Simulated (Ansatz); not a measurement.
# PtSe: from a first guess to the relaxed wurtzite type

First guess:

```xyz
4
Lattice="4.0910 0.0000 0.0000 -2.0455 3.5429 0.0000 0.0000 0.0000 6.6683" Properties=species:S:1:pos:R:3 pbc="T T T"
Pt    0.0000    2.3619    0.0000
Pt    2.0455    1.1810    3.3341
Se    0.0000    2.3619    2.5073
Se    2.0455    1.1810    5.8414
```

Computed with Ansatz 0.2.0, DFT, PBE, PAW with Ansatz's default frozen-core files, scalar-relativistic.

Cell and atoms relax within the symmetry of the start on a 10×10×6 k mesh with 0.03 eV Fermi–Dirac smearing.

The start is built from a prototype, known or not as a phase of this compound; the cutoff is 420 eV.

Spin–orbit coupling is left out, though it moves levels of the heavy atoms by tenths of an eV or more.

Problem. What is the pressure of the first guess?

Solution. -3.50 GPa.

Problem. What does it relax to?

Solution. a = 3.850 Å, b = 3.850 Å, c = 7.096 Å, α = 90.00°, β = 90.00°, γ = 120.00° (conventional cell), 22.77 Å³ per atom:
```cif
data_structure
_symmetry_space_group_name_H-M 'P6_3mc'
_symmetry_Int_Tables_number 186
_cell_length_a 3.8499
_cell_length_b 3.8499
_cell_length_c 7.0965
_cell_angle_alpha 90.000
_cell_angle_beta 90.000
_cell_angle_gamma 120.000
_cell_volume 91.09
loop_
_atom_site_label
_atom_site_type_symbol
_atom_site_symmetry_multiplicity
_atom_site_Wyckoff_symbol
_atom_site_fract_x
_atom_site_fract_y
_atom_site_fract_z
_atom_site_occupancy
Pt1 Pt 2 b 0.33333 0.66667 0.01263 1
Se1 Se 2 b 0.33333 0.66667 0.36337 1
```

Problem. How much energy does the relaxation release?

Solution. 24 meV/atom.
